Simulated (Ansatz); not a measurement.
# YSb under pressure

Level of theory: DFT LDA, scalar-relativistic, plane waves, PAW in Ansatz. Plane waves to 420 eV; Γ-centred k mesh 12×12×12; Fermi-Dirac smearing of 0.15 eV. No spin polarisation. Phonons by linear response, acoustic sum rule imposed.

Equilibrium structure at this level:
```
CELL_PARAMETERS angstrom
0.00000 3.02981 3.02981
3.02981 0.00000 3.02981
3.02981 3.02981 0.00000
ATOMIC_POSITIONS crystal
Y 0.50000 0.50000 0.50000
Sb 0.00000 0.00000 0.00000
```

In a metal, frequencies and elastic constants depend on the k mesh and the smearing, soft modes and shear constants most.

Optical modes at Γ (cm⁻¹) at zero pressure: 174.

Under hydrostatic pressure the same modes lie at 188 cm⁻¹. What is the pressure, and how much has the cell shrunk?

Answers

3 GPa; the volume is 3.9 % smaller.